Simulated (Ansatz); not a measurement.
BiRh:
```
CELL_PARAMETERS angstrom
      4.11227     0.00000     0.00000
     -2.05614     3.56133     0.00000
      0.00000     0.00000     5.63248
ATOMIC_POSITIONS crystal
  Bi 0.33333 0.66667 0.25000
  Bi 0.66667 0.33333 0.75000
  Rh 0.00000 0.00000 0.50000
  Rh 0.00000 0.00000 0.00000
```

Relaxed with PBEsol. Special points in fractions of this cell's reciprocal vectors: Γ (0.000, 0.000, 0.000); M (0.500, 0.000, 0.000); K (0.333, 0.333, 0.000); A (0.000, 0.000, 0.500); L (0.500, 0.000, 0.500); H (0.333, 0.333, 0.500).

Problem. List the band energies nearest the Fermi level at these points for plane-wave PAW PBEsol with spin–orbit coupling (Ansatz code).

Solution. In eV from the Fermi level; about four levels below and three above (degenerate sets whole), none deeper than 8.9 eV; points with the same levels are listed once.

```
k                    below                above
-  -----------------------  -------------------
Γ  -0.83 -0.83 -0.20 -0.20  1.44 1.44 2.17 2.17
M  -0.94 -0.94 -0.83 -0.83  0.12 0.12 2.87 2.87
K  -0.91 -0.91 -0.89 -0.89  0.45 0.45 0.67 0.67
A  -0.27 -0.27 -0.27 -0.27  2.80 2.80 2.80 2.80
L  -1.38 -1.38 -1.38 -1.38  1.42 1.42 1.42 1.42
H  -0.62 -0.62 -0.42 -0.42  4.60 4.60 5.01 5.01
```

Space group P6_3/mmc (NiAs type). The first step of the workflow began from a Materials Project structure, measured or hypothetical; the Crystallography Open Database files this formula in space group No. 194, but the cells were not matched. Its standing as an ambient phase is unchecked. The PBEsol relaxation kept the symmetry of its start; of distortions, only those at the zone centre were tested. The run is not spin-polarised.

Potentials: the later of the program's two PAW sets.
